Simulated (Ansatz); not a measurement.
The relaxed structure here is a generated cell of BeS: the first start was made by placing the elements on the sites of a structure type, and the end was not matched to a known phase here, so it may be hypothetical.

A structure of BeS relaxed with PBEsol (plane waves to 420 eV, PAW, scalar-relativistic; Ansatz, a program for electronic structure); single points at other levels follow on the same geometry (Ansatz, PAW; HSE06 at 420 eV on a 8×8×2 k-mesh; no spin-orbit coupling). Space group P6₃mc (No. 186).

```
BeS
1.0
    3.41621     0.00000     0.00000
   -1.70811     2.95853     0.00000
    0.00000     0.00000    11.20864
Be S
4 4
Direct
  0.00000   0.00000   0.99987
  0.00000   0.00000   0.49987
  0.66667   0.33333   0.75020
  0.33333   0.66667   0.25020
  0.00000   0.00000   0.81309
  0.00000   0.00000   0.31309
  0.66667   0.33333   0.56246
  0.33333   0.66667   0.06246
```

```csv
level,gap (eV),kind,conduction minimum
PBEsol,3.40,indirect,M
HSE06,4.55,–,M
```

HSE06 gaps come from a coarse mesh plus a few chosen points, so they may be too large. No spin polarisation in the result.

The run could not lose the symmetry of its start, so the end can be a saddle point.
